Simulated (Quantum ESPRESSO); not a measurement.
## Rh2Ru2Al2MgZr (one run as intended and one with a planted mistake)

A calculation, not a measurement. The program is pw.x of Quantum ESPRESSO 7.5 (plane-wave density functional theory). The cell is made up: eight metal atoms on a hexagonal close-packed lattice, with elements, volume, strain and displacements drawn at random and not relaxed, so it may be unstable or far from any real phase. PseudoDojo standard norm-conserving files set the functional (PBE unless stated); there is no spin polarisation or spin-orbit coupling, the Fermi-Dirac width of 0.25 eV means electrons at about 2900 K, and the masses in the input are unused placeholders. A spin test at this wide smearing found no moment, but such smearing suppresses magnetism that the real alloy may have.

Intended input:

```
&control calculation='scf', pseudo_dir='./dojo.nc.sr.pbe.v0_5.standard.upf', outdir='./o', disk_io='minimal', tprnfor=.true., tstress=.true. /
&system ibrav=0, nat=8, ntyp=5, nbnd=61, ecutwfc=87.97787729, nosym=.true., tot_charge=0,
 occupations='smearing', smearing='fd', degauss=0.0183746611
/
&electrons conv_thr=1.470e-08, electron_maxstep=70, mixing_beta=0.5 /
ATOMIC_SPECIES
Al 1.0 Al.upf
Mg 1.0 Mg.upf
Rh 1.0 Rh.upf
Ru 1.0 Ru.upf
Zr 1.0 Zr.upf
CELL_PARAMETERS angstrom
4.3657 -2.5713 0.051
-2.9561 0.0153 -4.8367
2.9192 5.1576 0.0065
ATOMIC_POSITIONS angstrom
Rh -0.0282 -0.0976 -0.0709
Rh 1.4838 2.5504 -0.1176
Ru -0.091 1.7625 -2.4533
Al 1.5146 4.3468 -2.5573
Mg 2.8565 -0.0444 0.1686
Zr 4.353 2.8538 0.0698
Ru 1.3966 -0.9254 -2.3859
Al 2.8354 1.8792 -2.3989
K_POINTS automatic
5 5 4 1 1 1
```

The log is shortened where brackets say so; the opening notice, blank lines, dates and the lines on written files are dropped, and the path of the files is cut. It prints rydbergs, bohrs and kilobars, and counts compression as positive stress. Its total energy is the free energy E - TS of the whole cell.

Log of the intended run:

```
     Program PWSCF v.7.5
     Parallel version (MPI & OpenMP), running on       4 processor cores
     Number of MPI processes:                 4
     Threads/MPI process:                     1
     [start-up lines left out]
     bravais-lattice index     =            0
     lattice parameter (alat)  =       9.5751  a.u.
     unit-cell volume          =     974.3370 (a.u.)^3
     number of atoms/cell      =            8
     number of atomic types    =            5
     number of electrons       =        94.00
     number of Kohn-Sham states=           61
     kinetic-energy cutoff     =      87.9779  Ry
     charge density cutoff     =     351.9115  Ry
     scf convergence threshold =      1.5E-08
     mixing beta               =       0.5000
     number of iterations used =            8  plain     mixing
     Exchange-correlation= PBE
                           (   1   4   3   4   0   0   0)
     [axes and pseudopotential details left out]
   Cartesian axes
     site n.     atom                  positions (alat units)
         1        Rh     tau(   1) = (  -0.0055655  -0.0192623  -0.0139928  )
         2        Rh     tau(   2) = (   0.2928415   0.5033448  -0.0232094  )
         3        Ru     tau(   3) = (  -0.0179597   0.3478455  -0.4841812  )
         4        Al     tau(   4) = (   0.2989202   0.8578808  -0.5047066  )
         5        Mg     tau(   5) = (   0.5637564  -0.0087627   0.0332748  )
         6        Zr     tau(   6) = (   0.8591044   0.5632236   0.0137757  )
         7        Ru     tau(   7) = (   0.2756318  -0.1826362  -0.4708792  )
         8        Al     tau(   8) = (   0.5595922   0.3708773  -0.4734449  )
     number of k points=    50  Fermi-Dirac smearing, width (Ry)=  0.0184
                       cart. coord. in units 2pi/alat
        k(    1) = (   0.1430787   0.0420614  -0.1920735), wk =   0.0400000
        k(    2) = (   0.2521838   0.2259951  -0.2581746), wk =   0.0400000
     [further k points left out]
     Dense  grid:   108627 G-vectors     FFT dimensions: (  60,  64,  72)
     Estimated max dynamical RAM per process >     340.98 MB
     Estimated total dynamical RAM >       1.25 GB
     Initial potential from superposition of free atoms
     starting charge      93.9891, renormalised to      94.0000
     Starting wfcs are   63 randomized atomic wfcs
     total cpu time spent up to now is        5.8 secs
     per-process dynamical memory:   262.2 Mb
     Self-consistent Calculation
     iteration #  1     ecut=    87.98 Ry     beta= 0.50
     Davidson diagonalization with overlap
     ethr =  1.00E-02,  avg # of iterations =  5.4
     total cpu time spent up to now is       19.7 secs
     total energy              =   -1101.96630272 Ry
     estimated scf accuracy    <       1.67983047 Ry
     iteration #  2     ecut=    87.98 Ry     beta= 0.50
     Davidson diagonalization with overlap
     ethr =  1.79E-03,  avg # of iterations =  2.9
     total cpu time spent up to now is       32.5 secs
     total energy              =   -1101.91218686 Ry
     estimated scf accuracy    <      11.53978055 Ry
     [iterations 3 to 13 left out]
     iteration # 14     ecut=    87.98 Ry     beta= 0.50
     Davidson diagonalization with overlap
     ethr =  1.55E-10,  avg # of iterations =  2.0
     total cpu time spent up to now is      165.9 secs
     total energy              =   -1102.86884000 Ry
     estimated scf accuracy    <       0.00000037 Ry
     iteration # 15     ecut=    87.98 Ry     beta= 0.50
     Davidson diagonalization with overlap
     ethr =  1.55E-10,  avg # of iterations =  1.0
     total cpu time spent up to now is      175.4 secs
     End of self-consistent calculation
     [lines on levels left out]
!    total energy              =   -1102.86884002 Ry
     estimated scf accuracy    <          7.0E-09 Ry
     smearing contrib. (-TS)   =      -0.11851036 Ry
     internal energy E=F+TS    =   -1102.75032966 Ry
     The total energy is F=E-TS. E is the sum of the following terms:
     one-electron contribution =    -500.00442342 Ry
     hartree contribution      =     285.51431316 Ry
     xc contribution           =    -183.71160202 Ry
     ewald contribution        =    -704.54861737 Ry
     convergence has been achieved in  15 iterations
     Forces acting on atoms (cartesian axes, Ry/au):
     atom    1 type  3   force =     0.00249336    0.02842144    0.00904449
     atom    2 type  3   force =    -0.00313151   -0.00257853    0.00434863
     atom    3 type  4   force =     0.01050779    0.01503836    0.01288905
     atom    4 type  1   force =    -0.02565778    0.04206106    0.09774324
     atom    5 type  2   force =     0.05708441    0.07070872   -0.04235730
     atom    6 type  5   force =    -0.05134616   -0.11075396   -0.06635273
     atom    7 type  4   force =     0.00819061   -0.01044147   -0.01299228
     atom    8 type  1   force =     0.00185928   -0.03245562   -0.00232310
     Total force =     0.210191     Total SCF correction =     0.000227
     Computing stress (Cartesian axis) and pressure
          total   stress  (Ry/bohr**3)                   (kbar)     P=     -140.01
  -0.00121382   0.00013196   0.00000180         -178.56       19.41        0.26
   0.00013196  -0.00082818   0.00015671           19.41     -121.83       23.05
   0.00000180   0.00015671  -0.00081327            0.26       23.05     -119.64
     init_run     :      5.36s CPU      5.72s WALL (       1 calls)
     electrons    :    164.79s CPU    169.56s WALL (       1 calls)
     forces       :      1.51s CPU      1.51s WALL (       1 calls)
     stress       :      5.30s CPU      5.30s WALL (       1 calls)
     [timing details left out]
     PWSCF        :   2m57.09s CPU   3m 2.26s WALL
     JOB DONE.
```

A second run has one planted mistake: one atom is of a wrong element. The input lines that differ:

```
- &system ibrav=0, nat=8, ntyp=5, nbnd=61, ecutwfc=87.97787729, nosym=.true., tot_charge=0,
+ &system ibrav=0, nat=8, ntyp=6, nbnd=62, ecutwfc=87.97787729, nosym=.true., tot_charge=0,
+ Ag 1.0 Ag.upf
- Rh 1.4838 2.5504 -0.1176
+ Ag 1.4838 2.5504 -0.1176
```

Its log:

```
     Program PWSCF v.7.5
     Parallel version (MPI & OpenMP), running on       4 processor cores
     Number of MPI processes:                 4
     Threads/MPI process:                     1
     [start-up lines left out]
     bravais-lattice index     =            0
     lattice parameter (alat)  =       9.5751  a.u.
     unit-cell volume          =     974.3370 (a.u.)^3
     number of atoms/cell      =            8
     number of atomic types    =            6
     number of electrons       =        96.00
     number of Kohn-Sham states=           62
     kinetic-energy cutoff     =      87.9779  Ry
     charge density cutoff     =     351.9115  Ry
     scf convergence threshold =      1.5E-08
     mixing beta               =       0.5000
     number of iterations used =            8  plain     mixing
     Exchange-correlation= PBE
                           (   1   4   3   4   0   0   0)
     [axes and pseudopotential details left out]
   Cartesian axes
     site n.     atom                  positions (alat units)
         1        Rh     tau(   1) = (  -0.0055655  -0.0192623  -0.0139928  )
         2        Ag     tau(   2) = (   0.2928415   0.5033448  -0.0232094  )
         3        Ru     tau(   3) = (  -0.0179597   0.3478455  -0.4841812  )
         4        Al     tau(   4) = (   0.2989202   0.8578808  -0.5047066  )
         5        Mg     tau(   5) = (   0.5637564  -0.0087627   0.0332748  )
         6        Zr     tau(   6) = (   0.8591044   0.5632236   0.0137757  )
         7        Ru     tau(   7) = (   0.2756318  -0.1826362  -0.4708792  )
         8        Al     tau(   8) = (   0.5595922   0.3708773  -0.4734449  )
     number of k points=    50  Fermi-Dirac smearing, width (Ry)=  0.0184
                       cart. coord. in units 2pi/alat
        k(    1) = (   0.1430787   0.0420614  -0.1920735), wk =   0.0400000
        k(    2) = (   0.2521838   0.2259951  -0.2581746), wk =   0.0400000
     [further k points left out]
     Dense  grid:   108627 G-vectors     FFT dimensions: (  60,  64,  72)
     Estimated max dynamical RAM per process >     349.55 MB
     Estimated total dynamical RAM >       1.29 GB
     Initial potential from superposition of free atoms
     starting charge      95.9893, renormalised to      96.0000
     Starting wfcs are   63 randomized atomic wfcs
     total cpu time spent up to now is        5.5 secs
     per-process dynamical memory:   267.7 Mb
     Self-consistent Calculation
     iteration #  1     ecut=    87.98 Ry     beta= 0.50
     Davidson diagonalization with overlap
     ethr =  1.00E-02,  avg # of iterations =  5.6
     total cpu time spent up to now is       19.0 secs
     total energy              =   -1177.38297368 Ry
     estimated scf accuracy    <       1.72530231 Ry
     iteration #  2     ecut=    87.98 Ry     beta= 0.50
     Davidson diagonalization with overlap
     ethr =  1.80E-03,  avg # of iterations =  2.8
     total cpu time spent up to now is       31.8 secs
     total energy              =   -1177.38032626 Ry
     estimated scf accuracy    <       9.58433357 Ry
     [iterations 3 to 12 left out]
     iteration # 13     ecut=    87.98 Ry     beta= 0.50
     Davidson diagonalization with overlap
     ethr =  1.02E-10,  avg # of iterations =  4.2
     total cpu time spent up to now is      151.0 secs
     total energy              =   -1178.29142713 Ry
     estimated scf accuracy    <       0.00000002 Ry
     iteration # 14     ecut=    87.98 Ry     beta= 0.50
     Davidson diagonalization with overlap
     ethr =  2.12E-11,  avg # of iterations =  2.0
     total cpu time spent up to now is      161.6 secs
     End of self-consistent calculation
     [lines on levels left out]
!    total energy              =   -1178.29142713 Ry
     estimated scf accuracy    <          4.2E-09 Ry
     smearing contrib. (-TS)   =      -0.10301377 Ry
     internal energy E=F+TS    =   -1178.18841336 Ry
     The total energy is F=E-TS. E is the sum of the following terms:
     one-electron contribution =    -566.37083337 Ry
     hartree contribution      =     319.40399973 Ry
     xc contribution           =    -192.31444862 Ry
     ewald contribution        =    -738.90713110 Ry
     convergence has been achieved in  14 iterations
     Forces acting on atoms (cartesian axes, Ry/au):
     atom    1 type  4   force =    -0.00504675    0.02116002    0.01098081
     atom    2 type  1   force =    -0.02400397   -0.00799251    0.01195529
     atom    3 type  5   force =     0.00892968    0.01550717    0.00631423
     atom    4 type  2   force =    -0.02422735    0.04814202    0.08617609
     atom    5 type  3   force =     0.05347368    0.06154852   -0.03912093
     atom    6 type  6   force =    -0.02584135   -0.08884300   -0.05895468
     atom    7 type  5   force =     0.00301730   -0.01677335   -0.00098689
     atom    8 type  2   force =     0.01369876   -0.03274886   -0.01636393
     Total force =     0.184667     Total SCF correction =     0.000116
     Computing stress (Cartesian axis) and pressure
          total   stress  (Ry/bohr**3)                   (kbar)     P=      -98.49
  -0.00088800   0.00011074  -0.00000424         -130.63       16.29       -0.62
   0.00011074  -0.00060527   0.00018232           16.29      -89.04       26.82
  -0.00000424   0.00018232  -0.00051534           -0.62       26.82      -75.81
     init_run     :      5.08s CPU      5.33s WALL (       1 calls)
     electrons    :    152.44s CPU    156.12s WALL (       1 calls)
     forces       :      1.56s CPU      1.56s WALL (       1 calls)
     stress       :      5.29s CPU      5.30s WALL (       1 calls)
     [timing details left out]
     PWSCF        :   2m44.57s CPU   2m48.53s WALL
     JOB DONE.
```

```
                                            intended run  run with the mistake
                          free energy (eV)    -15005.295            -16031.472
         entropy term -TS, part of it (eV)        -1.612                -1.402
                            pressure (GPa)        -14.00                 -9.85
size of the largest force component (eV/Å)         2.848                 2.284
largest change of a force component (eV/Å)                               0.656
                                iterations            15                    14
```

For scale, a rerun of the intended cell at a higher cutoff and on a denser mesh moved values by no more than 0.002 eV in energy, 0.06 GPa in stress and 0.007 eV/Å in force, and a second program with other atomic files agreed on that cell to 2 % rms in force and 0.5 GPa in pressure. Files of another functional or element have another zero of energy, so the energy change says nothing on stability. The number of bands, nbnd, was set by rule from the electron count, so it follows the mistake.